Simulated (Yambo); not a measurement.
A G0W0@PBEsol run in Yambo for SrCaI4 (space group P2/m, No. 10) (2×2×1 Γ-centred k mesh, 373 bands and a 7 Ry block in the screening, 373 bands in G with the Bruneval-Gonze terminator, plasmon pole fitted at 27.2 eV) gives these matrix elements, in eV, at the band edges (Γ → Γ):

| state | E0 | <Vxc> | <Σx> | <Σc(E0)> | Z |
|---|---|---|---|---|---|
| valence edge | 0.000 | -11.492 | -14.223 | 1.317 | 0.809 |
| conduction edge | 3.380 | -9.214 | -4.542 | -3.618 | 0.829 |

Task: Solve the linearised quasiparticle equation for both states, give the gap, and say how exchange and correlation each act on it.

Result: E = E0 + Z(Σx + Σc − Vxc). Valence: 0.000 + 0.809 × (-14.223 + (1.317) − (-11.492)) = -1.14 eV. Conduction: 3.380 + 0.829 × (-4.542 + (-3.618) − (-9.214)) = 4.25 eV. The gap is 5.40 eV, against 3.38 eV in PBEsol. Replacing Vxc by bare exchange alone would open it by 7.40 eV; correlation takes back 4.94 eV of that, and Z scales what is left. Nearest settings tried, and what they do to the gap: 233 bands in G: -2 meV; 233 bands in W, 233 bands in G: -11 meV; 6 Ry block (439 vectors against 529): -31 meV; 1×2×1 mesh: -166 meV. So the settings aren't converged at that level. The k mesh is coarse. Without spin-orbit coupling, band edges of such heavy elements can be off by tenths of an eV.

Geometry relaxed with PBE+D3(BJ); primitive cell a = 6.909 Å, b = 4.568 Å, c = 7.947 Å, α = 90.00°, β = 90.16°, γ = 90.00°.

The structure is a Materials Project entry; no match was found in the copy of COD used, and its stability was not checked.
